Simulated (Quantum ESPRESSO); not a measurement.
# Band energies of KHF$_{2}$

```
CELL_PARAMETERS angstrom
     -2.79946     2.79946     3.35283
      2.79946    -2.79946     3.35283
      2.79946     2.79946    -3.35283
ATOMIC_POSITIONS crystal
  H  0.50000 0.00000 0.50000
  H  0.00000 0.50000 0.50000
  F  0.35594 0.85594 0.21188
  F  0.64406 0.14406 0.78812
  F  0.85594 0.64406 0.50000
  F  0.14406 0.35594 0.50000
  K  0.75000 0.75000 0.00000
  K  0.25000 0.25000 0.00000
```

LDA (Quantum ESPRESSO, PseudoDojo norm-conserving, 84 Ry, scalar-relativistic); path ΓXYSΓZS1NPY1Z,XP; energies in eV from the valence-band maximum.

```
k (1/Å)  point  band 20  band 21  band 22  band 23  band 24  band 25  band 26  band 27
-------  -----  -------  -------  -------  -------  -------  -------  -------  -------
0.00         Γ    -0.27    -0.27    -0.16    -0.16    -0.06     6.91     9.75    10.65
0.40              -0.46    -0.41    -0.26    -0.16    -0.14     7.85     9.95    10.79
0.79         X    -0.50    -0.27    -0.24    -0.22    -0.20     9.63     9.86    10.20
1.07              -0.44    -0.40    -0.33    -0.25    -0.19     9.65    10.30    10.34
1.35         Y    -0.35    -0.32    -0.28    -0.26    -0.06     9.50    10.26    10.56
1.35         S    -0.30    -0.28    -0.27    -0.27    -0.04     9.45    10.18    10.61
1.54              -0.39    -0.37    -0.35    -0.27    -0.15     9.35    10.43    10.48
2.11              -0.31    -0.27    -0.26    -0.20    -0.08     7.15     9.82    10.74
2.30         Γ    -0.27    -0.27    -0.16    -0.16    -0.06     6.91     9.75    10.65
2.49              -0.28    -0.28    -0.17    -0.17    -0.05     7.14     9.98    10.35
3.05              -0.28    -0.28    -0.23    -0.23    -0.01     9.47     9.56    10.94
3.24         Z    -0.28    -0.28    -0.23    -0.23     0.00     9.41    10.10    10.67
3.24        S1    -0.30    -0.28    -0.27    -0.27    -0.04     9.45    10.18    10.61
3.44              -0.34    -0.34    -0.32    -0.27    -0.11     9.50     9.94    10.68
3.85         N    -0.50    -0.37    -0.37    -0.26    -0.26     9.42     9.42    11.41
3.99              -0.46    -0.38    -0.38    -0.25    -0.25     9.47     9.47    11.26
4.27              -0.39    -0.33    -0.33    -0.25    -0.25     9.88     9.88    10.60
4.41         P    -0.36    -0.35    -0.35    -0.24    -0.24    10.12    10.12    10.33
4.70              -0.43    -0.34    -0.34    -0.27    -0.20     9.81    10.00    10.33
5.13        Y1    -0.35    -0.32    -0.28    -0.26    -0.06     9.50    10.26    10.56
5.13         Z    -0.28    -0.28    -0.23    -0.23     0.00     9.41    10.10    10.67
6.36         X    -0.50    -0.27    -0.24    -0.22    -0.20     9.63     9.86    10.20
6.48              -0.49    -0.27    -0.25    -0.22    -0.21     9.67     9.89    10.31
6.83         P    -0.36    -0.35    -0.35    -0.24    -0.24    10.12    10.12    10.33
```

The LDA gap is indirect, 6.91 eV, from Z to Γ; the smallest direct gap is 6.97 eV.

Geometry of the Materials Project entry, not relaxed at this level.
